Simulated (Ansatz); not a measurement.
Re (dhcp (α-La type), space group No. 194) at seven volumes, PBE in the plane-wave PAW code Ansatz, shape and atoms relaxed at each. One row is withheld.

```csv
V (Å³/atom),P (GPa)
13.595,42.36
14.043,25.89
14.491,11.89
14.940,0.00
15.388,-10.08
15.836,-18.62
16.284,?
```

**Question.** Fit the shown pressures and predict the withheld one.

**Answer.** P = (3/2)B₀(x^(7/2) − x^(5/2))[1 + (3/4)(B′ − 4)(x − 1)] with x = (V₀/V)^(2/3). Least squares on the six rows gives V₀ = 14.940 Å³/atom, B₀ = 364 GPa, B′ = 4.44. At V = 16.284, x = 0.9442 and P = -25.91 GPa. The run itself gave -25.84 GPa.

Space group P6_3/mmc (dhcp (α-La type)). The workflow started from a Materials Project entry (that database holds measured and hypothetical structures alike). Its sites differ from those of the usual phase in this space group: another stacking or structure type. Symmetry was held in the PBE relaxation; whether a distortion lowers the energy is not shown. No spin polarisation was allowed. Scalar-relativistic: spin–orbit coupling is off unless named, which matters more the heavier the elements.

Potentials: the later of the program's two PAW sets.
